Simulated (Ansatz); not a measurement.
Consider the following.

CaO:
```yaml
crystal:
  lattice:
    - [0.00000, 2.58965, 2.58965]
    - [2.58965, 0.00000, 2.58965]
    - [2.58965, 2.58965, 0.00000]
  atoms:
    - { symbol: Ca, position: [0.00000, 0.00000, 0.00000] }
    - { symbol: O, position: [0.25000, 0.25000, 0.25000] }
```

This is the PBEsol-relaxed structure.

Question: All from PBEsol in the plane-wave PAW code Ansatz, unless another level is named. Predict the band gap.

Answer: 3.27 eV (indirect).

Question: Next, the formation energy from the elements (no fitted shifts)?

Answer: -2.79 eV/atom.

Question: Give the HSE06 gap on the PBEsol cell.

Answer: 4.81 eV.

Question: Give the electron effective mass.

Answer: 0.42 mₑ (isotropic).

Question: Next, the smallest direct gap on the standard path?

Answer: 3.93 eV.

Space group F-43m (zinc blende). The start of the workflow was typed in or built on a structure type; neither database checked (COD, Materials Project) lists it. It is not the phase usual at ambient conditions (space group No. 225). The PBEsol relaxation kept the symmetry of its start; its stability against distortions is not shown here. The references are the lowest solids computed at this level, not always the standard phases (solids in place of the gases).

Potentials: the earlier of the program's two PAW sets. The files were generated under PBE; for other functionals the program regenerates the frozen cores, and for LDA and PBEsol the local potential too.
